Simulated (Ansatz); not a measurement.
YTaN3:
```yaml
crystal:
  lattice:
    - [4.03034, 0.00000, 0.00000]
    - [0.00000, 4.03034, 0.00000]
    - [0.00000, 0.00000, 4.03034]
  atoms:
    - { symbol: Y, position: [0.00000, 0.00000, 0.00000] }
    - { symbol: Ta, position: [0.50000, 0.50000, 0.50000] }
    - { symbol: N, position: [0.50000, 0.50000, 0.00000] }
    - { symbol: N, position: [0.50000, 0.00000, 0.50000] }
    - { symbol: N, position: [0.00000, 0.50000, 0.50000] }
```

Relaxed with r²SCAN.

Q: Map the electron localisation function on the plane through (0.000, 0.000, 0.000) spanned by u = [1, 0, 0] and v = [0, 1, 1] in lattice vectors, from DFT-r²SCAN in the program Ansatz with PAW potentials.

A: x is the fraction of u, y of v (the angle between them is 90°; rows are the nearest grid lines); atoms in the plane: Y at (0.00, 0.00), Ta at (0.50, 0.50), N at (0.00, 0.50).
```
|-+@@@*.       .*@@@+-|
|+#@@@+         +@@@#+|
|@@@@%-         -%@@@@|
|@@%+:           :+%@@|
|+=-.    .....    .-=+|
|       .......       |
|      .........      |
|##*+:.   ...   .:+*##|
|%%%#=. .-+*+-. .=#%%%|
|%@@%+..=#%%%#=..+%@@%|
|*#@@*:-#%%#%%#-:*@@#*|
|.=%@#:+%%=.=%%+:#@%=.|
|.=%@#:+%%=.=%%+:#@%=.|
|*#@@*:-#%%#%%#-:*@@#*|
|%@@%+..=#%%%#=..+%@@%|
|%%%#=. .-+*+-. .=#%%%|
|##*+:.   ...   .:+*##|
|      .........      |
|       .......       |
|+=-.    .....    .-=+|
|@@%+:           :+%@@|
|@@@@%-         -%@@@@|
|+#@@@+         +@@@#+|
|-+@@@*.       .*@@@+-|
```
Scale: ten equal steps from 0.023 (start of ' ') to 0.871 (end of '@'), in the order ' .:-=+*#%@'; x runs from 0.000 to 1.00, y from 0.000 (bottom) to 1.00 (top).

The density is the valence pseudo-density with augmentation charge, so density and ELF within about 1 Å of a nucleus are not all-electron values.

Space group Pm-3m (cubic perovskite). The start of the workflow was typed in or built on a structure type; neither database checked (COD, Materials Project) lists it. Its standing as an ambient phase is unchecked. The cell was relaxed with r²SCAN under the symmetry of its start; whether a distortion lowers the energy is not shown. No spin polarisation was allowed. Scalar-relativistic: spin–orbit coupling is off unless named, which matters more the heavier the elements.

Potentials: the earlier of the program's two PAW sets.
